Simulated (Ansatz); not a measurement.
PtW:
```xyz
4
Lattice="1.3433 -5.2442 0.0000 1.3433 5.2442 0.0000 0.0000 0.0000 4.3214" Properties=species:S:1:pos:R:3 pbc="T T T"
W      1.3433    -1.7807     1.0803
Pt     1.3433    -4.4877     1.0803
W      1.3433     1.7807     3.2410
Pt     1.3433     4.4877     3.2410
```

Relaxed with PBEsol. Special points in fractions of this cell's reciprocal vectors: Γ (0.000, 0.000, 0.000); Y (-0.500, 0.500, 0.000); C0 (-0.266, 0.734, 0.000); Σ0 (0.266, 0.266, 0.000); Z (0.000, 0.000, 0.500); A0 (0.266, 0.266, 0.500); E0 (-0.266, 0.734, 0.500); T (-0.500, 0.500, 0.500); S (0.000, 0.500, 0.000); R (0.000, 0.500, 0.500).

### Question
List the band energies nearest the Fermi level at these points for PBEsol in the plane-wave PAW code Ansatz.

### Answer
In eV from the Fermi level; about four levels below and three above (degenerate sets whole), none deeper than 8.9 eV; points with the same levels are listed once.

| k | below | above |
|---|---|---|
| Γ | -2.14 -1.94 -1.57 -1.32 | 0.50 2.07 2.33 |
| Y | -1.94 -1.80 -1.77 -1.66 | 1.01 2.54 2.57 |
| C0 | -2.58 -2.53 -2.31 -1.29 | 0.20 0.58 1.27 |
| Z | -1.80 -1.80 -0.31 -0.31 | 0.18 0.18 1.84 1.84 |
| A0 | -0.80 -0.80 -0.62 -0.62 | 1.63 1.63 2.42 2.42 |
| T | -1.97 -1.97 -1.78 -1.78 | 0.99 0.99 2.41 2.41 |
| S | -2.99 -2.56 -1.78 -1.54 | 0.28 0.73 0.75 |
| R | -0.94 -0.94 -0.44 -0.44 | 0.94 0.94 2.56 2.56 |

Space group Cmcm. The start of the workflow was typed in or built on a structure type; neither database checked (COD, Materials Project) lists it. Its standing as an ambient phase is unchecked. The cell was relaxed with PBEsol under the symmetry of its start; whether a distortion lowers the energy is not shown. The run is not spin-polarised. Scalar-relativistic: spin–orbit coupling is off unless named, which matters more the heavier the elements.

Potentials: the later of the program's two PAW sets.
